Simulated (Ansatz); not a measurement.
**Ionic part of the dielectric constant of Na3TeF at 0.4 GPa, mode by mode**

Level of theory: DFT PBE, scalar-relativistic, plane waves, PAW (Ansatz). Cutoff 420 eV, 6×6×6 k-points (Γ-centred), fixed occupations. No spin polarisation. Phonons by linear response, acoustic sum rule imposed.

The structure is cubic, space group Pm-3m (No. 221). The conventional cell has a = 4.708 Å, b = 4.708 Å, c = 4.708 Å, α = 90.00°, β = 90.00°, γ = 90.00°. Te (site symmetry m-3m) is surrounded by 12 Na at 3.33 Å. F (site symmetry m-3m) is surrounded by 6 Na at 2.35 Å. Na (site symmetry 4/mmm) is surrounded by 2 F at 2.35 Å.

The cell is the ideal cubic antiperovskite prototype; whether it is the stable structure of this composition wasn't checked. Spin–orbit coupling is left out, which matters for heavy elements. The run warned that the force constants aren't converged on this k mesh, so the frequencies and all that is formed from them are rough.

The primitive cell has V = 104.39 Å³ and ε∞,xx = 4.116. Each polar mode adds Δε = (4.92064×10⁷/V)·S/ν² along x, with S its oscillator strength in e²/amu, ν in cm⁻¹ and V in Å³.

Question: From these modes, find each Δε and ε0,xx.
```csv
ν (cm⁻¹),S_xx (e²/amu)
105.1,0.1032
184.3,0.1241
235.6,0.09701
```

Answer:
```tsv
ν (cm⁻¹)	Δε
105.1	4.40
184.3	1.72
235.6	0.82
```

The sum is 6.948, so ε0,xx = 11.06; the run's tensor has 11.06.

Question: Where do the longitudinal modes lie for a wave vector along x?

Answer: At 129, 208, 279 cm⁻¹. The Lyddane–Sachs–Teller product Π(ν_LO/ν_TO)² = 2.69 matches ε0/ε∞ = 2.69.